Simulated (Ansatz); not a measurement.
The relaxed structure here is a generated cell of Y: the first start was made by a random draw of sites in a space group, and the end was not matched to a known phase here, so it may be hypothetical. Known forms of Y include space group No. 194.

A relaxed structure of Y. Calculation: r2SCAN (plane waves to 500 eV, PAW, scalar-relativistic; Ansatz, a quantum-chemistry and plane-wave program).

```xyz
1
Lattice="0.0000 2.5505 2.5505 2.5505 0.0000 2.5505 2.5505 2.5505 0.0000" Properties=species:S:1:pos:R:3 pbc="T T T"
Y      0.0000     0.0000     0.0000
```

Task: Determine the symmetry and give the standard cell with its independent sites.

Result: Space group Fm-3m (No. 225); a = b = c = 5.1011 Å, α = β = γ = 90.00°

| atom | site | symmetry | x | y | z |
|---|---|---|---|---|---|
| Y | 4a | m-3m | 0.0000 | 0.0000 | 0.0000 |

This is the fcc (Cu type).

Task: Give the shortest distances between elements (the closest pairs, up to four, under 3.6 Å).

Result: .

The volume per atom is 33.18 Å³ and the density comes out as 4.45 g/cm³. The band gap comes out as no gap (metallic).

No spin polarisation in the result.

The run could not lose the symmetry of its start, so the end can be a saddle point.
